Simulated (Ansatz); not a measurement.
TiAl2O5:
```xyz
16
Lattice="1.8017 -4.6804 0.0000 1.8017 4.6804 0.0000 0.0000 0.0000 9.6423" Properties=species:S:1:pos:R:3 pbc="T T T"
Ti     1.8017     1.7307     2.4106
Ti     1.8017    -1.7307     7.2318
Al     1.8017     1.3176     9.1008
Al     1.8017    -1.3176     0.5415
Al     1.8017    -1.3176     4.2797
Al     1.8017     1.3176     5.3627
O      1.8017     2.9239     0.6438
O      1.8017    -2.9239     8.9986
O      1.8017    -2.9239     5.4649
O      1.8017     2.9239     4.1774
O      1.8017     0.4183     1.1339
O      1.8017    -0.4183     8.5084
O      1.8017    -0.4183     5.9551
O      1.8017     0.4183     3.6872
O      1.8017    -2.2072     2.4106
O      1.8017     2.2072     7.2318
```

Relaxed with PBEsol. Independent-particle spectrum: no excitons, no local fields, no scissors shift; 0.1 eV broadening; ε₁ of the summed bands alone.

**Question.** Tabulate the dielectric function from the program Ansatz at the PBEsol level (PAW).

**Answer.** 

| E (eV) | ε₁ xx | ε₂ xx | ε₁ yy | ε₂ yy | ε₁ zz | ε₂ zz |
|---|---|---|---|---|---|---|
| 0.0 | 3.97 | 0.00 | 4.41 | 0.00 | 4.54 | 0.00 |
| 0.4 | 3.98 | 0.00 | 4.42 | 0.00 | 4.56 | 0.00 |
| 0.8 | 4.01 | 0.00 | 4.46 | 0.00 | 4.60 | 0.00 |
| 1.2 | 4.07 | 0.00 | 4.54 | 0.00 | 4.67 | 0.00 |
| 1.6 | 4.15 | 0.00 | 4.65 | 0.00 | 4.78 | 0.00 |
| 2.0 | 4.28 | 0.00 | 4.81 | 0.00 | 4.95 | 0.00 |
| 2.4 | 4.46 | 0.00 | 5.05 | 0.00 | 5.18 | 0.00 |
| 2.8 | 4.74 | 0.00 | 5.43 | 0.00 | 5.54 | 0.00 |
| 3.2 | 5.33 | 0.01 | 6.08 | 0.00 | 6.15 | 0.00 |
| 3.6 | 5.94 | 0.92 | 7.49 | 0.26 | 7.79 | 0.31 |
| 4.0 | 5.94 | 2.52 | 11.04 | 4.62 | 8.79 | 3.81 |
| 4.4 | 5.72 | 3.96 | 1.23 | 7.80 | 4.58 | 5.30 |
| 4.8 | 3.34 | 2.80 | 2.40 | 2.50 | 4.23 | 3.75 |
| 5.2 | 3.17 | 1.78 | 3.11 | 2.41 | 3.47 | 3.31 |
| 5.6 | 3.77 | 2.28 | 3.70 | 2.89 | 3.54 | 2.59 |
| 6.0 | 4.22 | 1.87 | 4.35 | 2.64 | 4.46 | 2.73 |
| 6.4 | 4.60 | 3.27 | 4.26 | 4.57 | 5.77 | 3.08 |
| 6.8 | 3.63 | 3.92 | 2.85 | 6.25 | 6.58 | 7.54 |
| 7.2 | 2.58 | 4.29 | 0.76 | 3.37 | 1.76 | 7.06 |
| 7.6 | 2.01 | 4.77 | 1.41 | 2.76 | -0.18 | 5.41 |
| 8.0 | 0.33 | 3.47 | 1.82 | 2.29 | 0.33 | 4.53 |
| 8.4 | 1.28 | 2.07 | 1.85 | 2.82 | -1.10 | 3.19 |
| 8.8 | 1.36 | 1.90 | 1.88 | 2.42 | -0.30 | 2.00 |
| 9.2 | 1.52 | 2.00 | 2.03 | 2.17 | 0.41 | 1.60 |
| 9.6 | 1.77 | 1.58 | 1.86 | 2.40 | 0.92 | 1.37 |
| 10.0 | 2.03 | 1.77 | 2.21 | 2.29 | 1.38 | 1.53 |
| 10.4 | 2.20 | 2.15 | 2.30 | 2.56 | 1.43 | 1.52 |
| 10.8 | 2.15 | 2.04 | 2.17 | 3.36 | 1.80 | 1.56 |
| 11.2 | 1.98 | 2.58 | 0.99 | 3.09 | 2.19 | 1.77 |
| 11.6 | 1.85 | 2.32 | 1.05 | 2.68 | 2.03 | 2.25 |
| 12.0 | 1.98 | 2.48 | 1.27 | 2.39 | 2.28 | 2.44 |

**Question.** From ε at 3.6 eV (xx: 5.94 + 0.92i), find n, k, the normal reflectivity and the absorption coefficient.

**Answer.** n = 2.44, k = 0.188, R = 18 %, α = 2kE/ħc = 69000 cm⁻¹.

With all bands, ε∞ without local fields is 4.19 (xx), 4.62 (yy), 4.75 (zz). DFPT, with local fields, gives 4.04 (xx), 4.01 (yy), 4.42 (zz).

Space group Cmcm. The first step of the workflow began from a Materials Project structure, measured or hypothetical; the Crystallography Open Database copy checked does not list it. Whether it is the stable phase at ambient conditions was not checked. The cell was relaxed with PBEsol under the symmetry of its start; whether a distortion lowers the energy is not shown. The run is not spin-polarised.

Potentials: the later of the program's two PAW sets.
